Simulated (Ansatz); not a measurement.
An Ansatz input:

```yaml
crystal:
  lattice:
    - [0.0, 2.9530681823, 2.9530681823]
    - [2.9530681823, 0.0, 2.9530681823]
    - [2.9530681823, 2.9530681823, 0.0]
  atoms:
    - { symbol: Pd, position: [0.125, 0.125, 0.125], spin: -0.467 }
    - { symbol: Pd, position: [0.875, 0.875, 0.875], spin: -0.467 }
hamiltonian:
  xc: pbesol
  pseudopotentials:
    kind: paw
    azcp:
      Pd: "pseudopotentials/Pd.paw.azcp"
basis:
  ecutwfc: 420
  fft_grid_basis: typed
kpoints:
  mp_grid: { grid: [11, 11, 11], shift: [0, 0, 0] }
magnetization:
  spin_polarized: true
scf:
  occupations: { method: fermi_dirac, width: 0.05 }
  lower_state_search: "off"
output:
  stress: true
```

Terminal output

```
Warning: the record states the generating functional pbe (its physics header spells it `PBE`), which answers neither for hamiltonian.xc's functional nor for the pbesol family's — results may be inconsistent (PPs are generated against a specific XC)
Engine: ansatz 0.2.0, aarch64-unknown-linux-gnu
Pseudopotentials: kind: paw
Pseudopotential: Pd, paw, valence charge 18, recommended cutoff 420 eV (normal) 
Functional definition: PBEsol
  exchange = pbesol_x
  correlation = pbesol_c
Crystal: 2 atoms, lattice volume = 51.505 Å³
Basis set: ecut = 420 eV, 965 PW (Γ)
Bands: 23, of which v1, the nominal top of the filled ones, is band 18 counted from 1 (17 counted from 0)
Symmetry: 48 space group operations
Space group: Fd-3m (ITA 227), of the structure as read, at distance tolerance 3.7e-5 Å
Magnetic group: BNS 227.128 (UNI 1630), of the structure as read, at distance tolerance 3.7e-5 Å
k-points: 56 of 1331
Non-local potential: Pd, projectors of the file, l = 0: 2, l = 1: 2, l = 2: 2, l = 3: 1
PAW form: soft (Blöchl's): semilocal exchange-correlation on the pseudo side does not see the compensation charge
PAW frozen core: Pd, regenerated for the run's functional, and the local potential with it (the file was generated under x = pbe(κ = 0.804, μ = 0.2195149727645171), c = pbe(β = 0.06672455060314922))
PAW one-centre angular grid: Pd, 590 points (default); XC on 64 Gauss nodes
Initial density: superposition of atomic densities (chi_scale 0.1, normalization cell)
Starting moments: Σ|m| = 0.934 μB on 2 of 2 sites
Initial wavefunctions: pseudopotential atomic-orbital guess
Functional: x = pbesol(κ = 0.804, μ = 0.12345679012345678), c = pbesol(β = 0.046)
SCF iter   1: F=—  HF=-13813.003336 eV  |F-HF|=—  |Δ(HF+E_count)|=         —  Δρ=6.89e-2 (↑6.89e-2 ↓6.85e-2)  dr2=1.21e1  dr2_m=5.43e-3  M=-0.959 μB ∫|m|=0.965 μB  β_m=1.00  ethr=3.10e-3  ⟨swp⟩=5.7  Hψ=10763  notcnv=0
SCF iter   2: F=—  HF=-13811.023258 eV  |F-HF|=—  |Δ(HF+E_count)|=    1.98e0  Δρ=3.37e-2 (↑3.37e-2 ↓2.74e-2)  dr2=2.54e0  dr2_m=6.31e-3  M=-1.061 μB ∫|m|=1.087 μB  β_m=1.00  ethr=3.10e-3  ⟨swp⟩=2.7  Hψ=5484  notcnv=0
SCF iter   3: F=—  HF=-13810.504590 eV  |F-HF|=—  |Δ(HF+E_count)|=   5.19e-1  Δρ=1.08e-2 (↑1.08e-2 ↓1.06e-2)  dr2=1.29e-1  dr2_m=1.27e-3  M=-0.984 μB ∫|m|=1.017 μB  β_m=0.30  ethr=3.10e-3  ⟨swp⟩=2.2  Hψ=4572  notcnv=0
SCF iter   4: F=—  HF=-13810.491890 eV  |F-HF|=—  |Δ(HF+E_count)|=   1.27e-2  Δρ=2.63e-3 (↑2.63e-3 ↓2.34e-3)  dr2=3.19e-3  dr2_m=1.55e-3  M=-0.958 μB ∫|m|=0.990 μB  β_m=0.30  ethr=3.58e-4  ⟨swp⟩=2.0  Hψ=5572  notcnv=0  defer=4
SCF iter   5: F=—  HF=-13810.491094 eV  |F-HF|=—  |Δ(HF+E_count)|=   7.95e-4  Δρ=1.58e-3 (↑1.58e-3 ↓1.33e-3)  dr2=4.54e-4  dr2_m=7.59e-4  M=-0.957 μB ∫|m|=0.990 μB  β_m=0.30  ethr=8.85e-6  ⟨swp⟩=2.1  Hψ=4281  notcnv=0  defer=4
SCF iter   6: F=—  HF=-13810.492342 eV  |F-HF|=—  |Δ(HF+E_count)|=   1.25e-3  Δρ=9.46e-4 (↑9.46e-4 ↓9.40e-4)  dr2=3.54e-6  dr2_m=4.17e-4  M=-0.955 μB ∫|m|=0.988 μB  β_m=0.30  ethr=1.26e-6  ⟨swp⟩=2.2  Hψ=4413  notcnv=0  defer=4
SCF iter   7: F=—  HF=-13810.492507 eV  |F-HF|=—  |Δ(HF+E_count)|=   1.65e-4  Δρ=7.30e-4 (↑7.30e-4 ↓7.18e-4)  dr2=6.43e-7  dr2_m=2.47e-4  M=-0.953 μB ∫|m|=0.985 μB  β_m=0.30  ethr=9.82e-9  ⟨swp⟩=2.5  Hψ=4895  notcnv=0  defer=4
SCF iter   8: F=—  HF=-13810.492590 eV  |F-HF|=—  |Δ(HF+E_count)|=   8.28e-5  Δρ=5.61e-4 (↑5.48e-4 ↓5.61e-4)  dr2=2.30e-7  dr2_m=1.45e-4  M=-0.952 μB ∫|m|=0.984 μB  β_m=0.30  ethr=1.79e-9  ⟨swp⟩=2.0  Hψ=4495  notcnv=0  defer=4
Mixer restart at iter 8: flushing history
spin-set hold released at iteration 8 (site moments contracting): the magnetisation degrees of freedom join the quasi-Newton model from the next iteration; the mixer history was flushed
SCF iter   9: F=—  HF=-13810.492633 eV  |F-HF|=—  |Δ(HF+E_count)|=   4.29e-5  Δρ=4.37e-4 (↑4.37e-4 ↓4.26e-4)  dr2=7.06e-8  dr2_m=8.80e-5  M=-0.950 μB ∫|m|=0.982 μB  β_m=0.65  ethr=2.78e-10  ⟨swp⟩=4.0  Hψ=8296  notcnv=0
SCF iter  10: F=—  HF=-13810.492686 eV  |F-HF|=—  |Δ(HF+E_count)|=   5.35e-5  Δρ=1.05e-4 (↑3.03e-5 ↓1.05e-4)  dr2=9.32e-6  dr2_m=7.84e-7  M=-0.945 μB ∫|m|=0.977 μB  β_m=0.57  ethr=1.96e-10  ⟨swp⟩=5.0  Hψ=9835  notcnv=0
SCF iter  11: F=—  HF=-13810.492685 eV  |F-HF|=—  |Δ(HF+E_count)|=   1.57e-6  Δρ=6.12e-5 (↑6.12e-5 ↓1.85e-5)  dr2=1.27e-6  dr2_m=7.17e-7  M=-0.945 μB ∫|m|=0.976 μB  β_m=0.67  ethr=1.96e-10  ⟨swp⟩=3.0  Hψ=5836  notcnv=0  defer=4
SCF iter  12: F=—  HF=-13810.492685 eV  |F-HF|=—  |Δ(HF+E_count)|=   3.59e-7  Δρ=2.02e-5 (↑2.02e-5 ↓9.13e-6)  dr2=8.43e-8  dr2_m=1.01e-7  M=-0.944 μB ∫|m|=0.976 μB  β_m=0.83  ethr=1.96e-10  ⟨swp⟩=1.8  Hψ=8895  notcnv=0
iter 13 did not close the SCF: its close was put off for a magnetic moment that had not settled (scf_convergence_deferred on its scf_iter line)
SCF iter  13: F=-13810.492685 eV  HF=-13810.492685 eV  |F-HF|=5.24e-10  |Δ(HF+E_count)|=   7.30e-8  Δρ=3.55e-6 (↑3.55e-6 ↓1.80e-6)  dr2=1.86e-9  dr2_m=3.36e-9  M=-0.944 μB ∫|m|=0.975 μB  β_m=0.92  ethr=1.96e-10  ⟨swp⟩=3.5  Hψ=7558  notcnv=0
SCF iter  14: F=-13810.492685 eV  HF=-13810.492685 eV  |F-HF|=3.64e-12  |Δ(HF+E_count)|=   2.69e-9  Δρ=2.14e-7 (↑2.14e-7 ↓1.57e-7)  dr2=5.17e-12  dr2_m=1.58e-11  M=-0.944 μB ∫|m|=0.975 μB  ethr=5.17e-12  ⟨swp⟩=1.0  Hψ=7009  notcnv=0
SCF 1 converged in 14 iterations: F = -13810.492685 eV  dr2 = 5.17e-12
SCF converged after 14 iterations
Magnetization: -0.9439 μB (17.5280 up, 18.4720 down)
Absolute magnetization: 0.9753 μB (∫|ρ↑−ρ↓|, with the PAW one-centre terms)
Spin contamination: 0.0041 ħ² per cell (⟨S²⟩ above its minimum at these occupations)
Per-site moments (μB) at R_I (Å): [(-0.45902710303237165, 1.0549407268039759), (-0.4590271030323718, 1.0549407268039759)]
Free energy (F): -13810.492685 eV
Harris-Foulkes:  -13810.492685 eV  (|F-HF|=3.64e-12)
Internal energy: -13810.453338 eV  (E = F + TS)
E sigma→0 (E₀):  -13810.473012 eV
Entropy (-TS):   -0.039347 eV (-19.673 meV/atom)
Fermi energy:    9.031244 eV
--- Per-component energies (eV) ---
  E_band       = -645.947568
  E_kinetic    = 1024.573607
  E_local      = -5605.305556  (includes V_loc(G=0)·N_el)
  E_nonlocal   = 441.005799
  E_hartree    = 2285.894584
  E_xc         = -330.497009
  E_vxc        = -415.765434  (∫ρ·V_xc dr)
  E_paw        = -7371.490489  (= ΣΔE_a)
  E_vpaw       = -662.245385  (= ΣTr[D̂ρ^β])
  E_aug_tail   = 0.000424  (compensation charges beyond the density's cutoff)
  E_ewald      = -4255.239745
  E_core_change = 0.605048  (= ΣΔE_core)
  E_smearing   = -0.039347  (= −TS)
  E_closure    = -0.000000  (closes the sum)
  Σ components = -13810.492685   (vs F -13810.492685, Δ=0.00e0)
--- Stress (GPa, compression-positive) ---
       -6.965228       0.000000       0.000000
        0.000000      -6.965228       0.000000
        0.000000      -0.000000      -6.965228
  P = ⅓ Tr σ = -6.9652 GPa (-69.652 kbar)
```
